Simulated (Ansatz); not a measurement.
Starting cell, PbTe (rock salt):

```yaml
crystal:
  lattice:
    - [0.00000, 6.56902, 6.56902]
    - [3.28451, 3.28451, 6.56902]
    - [3.28451, 3.28451, 0.00000]
  atoms:
    - { symbol: Te, position: [0.00000, 0.00000, 0.00000] }
    - { symbol: Te, position: [0.50000, 0.00000, 0.00000] }
    - { symbol: Pb, position: [0.00000, 0.50000, 0.50000] }
    - { symbol: Pb, position: [0.50000, 0.50000, 0.50000] }
```

A phonon eigenvector at X = (0.5, 0.5, 0.0) is frozen into this cell: atom i moves by Q times the vector below, so Q is the largest atomic displacement, in Å. The cell is held. It is one choice among 2 degenerate patterns. (q is in reciprocal vectors of the primitive cell; the cell shown is doubled to hold the pattern.)

```json
[
 {"atom": "Te1", "x": "0.000", "y": "1.000", "z": "0.000"},
 {"atom": "Te2", "x": "0.000", "y": "-1.000", "z": "0.000"},
 {"atom": "Pb3", "x": "0.000", "y": "0.256", "z": "0.000"},
 {"atom": "Pb4", "x": "0.000", "y": "-0.256", "z": "0.000"}
]
```

Calculation: PBE (plane waves to 420 eV, PAW, scalar-relativistic; Ansatz, a quantum-chemistry and plane-wave program). k mesh 9×9×9 (Γ-centred), Fermi-Dirac smearing 0.05 eV. The energy includes the smearing's −TS. PbTe was relaxed with its symmetry unable to fall. Spin-orbit coupling is left out, though Pb and Te are heavy. The zero of ΔE is the undisplaced structure.

```csv
Q (Å),ΔE (meV/cell)
-0.1000,19.2
-0.0833,13.2
-0.0667,8.4
-0.0500,withheld
-0.0333,2.1
-0.0167,0.5
0.0000,0.0
0.0167,0.5
0.0333,2.1
0.0500,withheld
0.0667,8.4
0.0833,13.2
0.1000,19.2
```

**Question.** Fit an even polynomial form (powers 2, 4) to the given rows and predict ΔE at Q = -0.0500.

**Answer.** Least squares on the 11 given rows: ΔE = (1865)·Q² + (5512)·Q⁴, in meV/cell with Q in Å; root-mean-square residual 0.01 meV/cell. At -0.0500 the fit gives 4.7 meV/cell; the calculation gives 4.7 meV/cell, the same to the digits shown. The quadratic term alone would give 4.7 meV/cell.

(For displaced atoms, the force is minus the slope of the energy, and its curvature is a force constant, which sets phonon frequencies.)
